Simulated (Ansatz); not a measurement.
ZnSe (zinc blende)

```yaml
crystal:
  lattice:
    - [0.00000, 2.81676, 2.81676]
    - [2.81676, 0.00000, 2.81676]
    - [2.81676, 2.81676, 0.00000]
  atoms:
    - { symbol: Se, position: [0.75000, 0.75000, 0.75000] }
    - { symbol: Zn, position: [0.00000, 0.00000, 0.00000] }
```

The slice is a {111} plane (indices of the conventional cell) through the point (0.000, 0.000, 0.000) (fractional), spanned by u = [100] and v = [-1 2 0] in vectors of this cell: u (3.98 Å) and v (6.90 Å, at 90° to u). It covers one period; positions are fractions (u, v).

These are PBEsol (plane waves to 420 eV, PAW, scalar-relativistic; Ansatz, an electronic-structure program) values and carry that method's errors. k mesh 10×10×10. Near the nuclei the fields are pseudised (PAW); where an atom keeps semicore shells as valence, they peak there. ZnSe was relaxed with its symmetry unable to fall.

Question: Sketch the valence electron density on this plane as a map.

Answer: 
```
|99886644333333333333333333446688|
|66665544333333334433333333445566|
|44444433333344444444443333334444|
|33333333333344444444443333333333|
|22222222333344444444443333222222|
|11111122333344444444443333221111|
|00001111223333444444333322111100|
|00000011222233333333332222110000|
|00000011222233333333332222110000|
|00000011222233333333332222110000|
|00001111223344444444443322111100|
|11111122223355666666553322221111|
|11112222334466889988664433222211|
|22222222334466999999664433222222|
|33333333334466889988664433333333|
|44333333334455666666554433333333|
|44444433333344444444443333334444|
|44444433333333333333333333334444|
|44444433332222222222222233334444|
|44444433332211111111112233334444|
|44443333221111000000111122333344|
|33333322221100000000001122223333|
|33333322221100000000001122223333|
|33333322221100000000001122223333|
|44444433221111000000111122334444|
|66665533222211111111112222335566|
|99886644332222111111222233446688|
|99996644332222222222222233446699|
```
Scale: ten equal steps from -1.66 (start of '0') to 1.66 (end of '9'), in the order '0123456789'. Values: log₁₀ of the valence density in e/Å³. The map has 16 points along u (two characters each, u = 0 at the left) and 28 along v (v = 0 in the bottom row). The scale is logarithmic, as a density can span decades between atoms and voids.
